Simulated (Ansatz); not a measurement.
TiSi$_{2}$ in space group Cmcm (No. 63; Ti on 4c, Si on 4c, Si on 4c) at seven volumes, PBE (plane waves, PAW; program Ansatz), shape and atoms relaxed at each. One row is withheld.

| V (Å³/atom) | P (GPa) |
|---|---|
| 13.058 | 14.50 |
| 13.488 | 8.86 |
| 13.919 | 4.06 |
| 14.349 | 0.00 |
| 14.780 | ? |
| 15.210 | -6.49 |
| 15.641 | -9.04 |

**Question.** Fit the shown pressures and predict the withheld one.

**Answer.** P = (3/2)B₀(x^(7/2) − x^(5/2))[1 + (3/4)(B′ − 4)(x − 1)] with x = (V₀/V)^(2/3). Least squares on the six rows gives V₀ = 14.347 Å³/atom, B₀ = 126 GPa, B′ = 4.27. At V = 14.780, x = 0.9804 and P = -3.52 GPa. The run itself gave -3.48 GPa.

The PBE relaxation kept the symmetry of its start. No spin polarisation was allowed.

Potentials: the earlier of the program's two PAW sets.
